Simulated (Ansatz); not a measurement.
A geometry of CsAu away from equilibrium: the start of the relaxation of a relaxed CsAu cell with every coordinate shifted by Gaussian noise of σ = 0.1 Å. Computed with r2SCAN (plane waves to 500 eV, PAW, scalar-relativistic; Ansatz, a quantum-chemistry and plane-wave program). Γ-centred k-mesh 8×8×8 on the run's cell (coarser than for final values), Fermi–Dirac smearing 0.05 eV.

```xyz
2
Lattice="4.2745 0.0000 0.0000 0.0000 4.2745 0.0000 0.0000 0.0000 4.2745" Properties=species:S:1:pos:R:3 pbc="T T T"
Cs     0.0008    -0.0982    -0.1335
Au     2.2715     2.0765     2.1588
```

Task: What forces act on the atoms (eV/Å)?

Result: 
| atom | Fx | Fy | Fz |
|---|---|---|---|
| Cs1 | 0.13 | 0.04 | 0.15 |
| Au2 | -0.13 | -0.04 | -0.15 |

Task: What is the pressure?

Result: +0.2 GPa, compression positive.

Task: How far above the relaxed end point is this geometry?

Result: 0.01 eV/atom; the path ends in Pm-3m (No. 221) (CsCl type).

No spin polarisation in the result.
